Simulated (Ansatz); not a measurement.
Lu (simple cubic, Pm-3m) under volume change, PBE (plane waves, PAW; program Ansatz), scaled uniformly.

```
V (Å³/atom)  E − E(relaxed) (meV/atom)  P (GPa)
-----------  -------------------------  -------
29.908                            28.4     3.27
30.894                            12.1     2.05
31.880                             2.9     0.96
32.866                             0.0     0.00
33.852                             2.7    -0.84
34.838                            10.2    -1.58
35.824                            21.9    -2.21
```

Question: What does a third-order Birch–Murnaghan fit give for V₀, B₀ and B′?

Answer: V₀ = 32.87 Å³/atom, B₀ = 29.8 GPa, B′ = 3.3.

A made-up cell: these elements were put on the sites of a structure type; neither database checked (COD, Materials Project) lists it. It is not the phase usual at ambient conditions (space group No. 194). Symmetry was held in the PBE relaxation. At this level the phase is mechanically unstable. Scalar-relativistic: spin–orbit coupling is off unless named, which matters more the heavier the elements.

Potentials: the later of the program's two PAW sets.
